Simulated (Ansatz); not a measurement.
BAs (NiAs type, P6_3/mmc) is relaxed with PBE (plane waves, PAW; program Ansatz). What lattice parameters of the conventional cell result?

a = 3.263 Å, c = 5.447 Å.

Is it a metal or does it have a gap at this level?

No gap at this level.

The start of the workflow was typed in or built on a structure type; neither database checked (COD, Materials Project) lists it. It is not the phase usual at ambient conditions (space group No. 216). Symmetry was held in the PBE relaxation; its stability against distortions is not shown here. Its formation energy is positive at this level, so the cell may be metastable or incomplete. Spin–orbit coupling is left out wherever it is not named.

Potentials: the later of the program's two PAW sets.
